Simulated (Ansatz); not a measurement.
Space group Im-3m (No. 229). a = 2.867 Å, b = 2.867 Å, c = 2.867 Å, α = 90.00°, β = 90.00°, γ = 90.00°
| atom | site | symmetry | x | y | z |
| --- | --- | --- | --- | --- | --- |
| Fe | 2a | m-3m | 0.0000 | 0.0000 | 0.0000 |

Equation of state of this Fe structure (not necessarily the ground state), with shape and atoms relaxed at each volume where symmetry leaves them free. It has no gap at any of these volumes. The calculation used Ansatz 0.2.0, DFT r2SCAN, scalar-relativistic, plane waves, PAW.

Settings: cutoff 500 eV, Γ-centred mesh 20×20×20 on the computed 1-atom cell, Gaussian smearing of 0.10 eV; collinear spin.

```tsv
V (Å³/atom)	E − E(largest V) (meV/atom)	P (GPa)
11.070	4.85	12.78
11.423	-16.19	6.25
11.777	-23.16	-0.02
12.130	-16.66	-5.40
12.483	0.00	-9.44
```

Question: Fit a third-order Birch–Murnaghan equation to E(V).

Answer: V0 = 11.77 Å³/atom, B0 = 190 GPa, B0' = 4.1.

The state reached may not be the lowest one.

Cost: 5 runs of about 2 core-minutes in all, on Arm Neoverse V2 (shared hosts).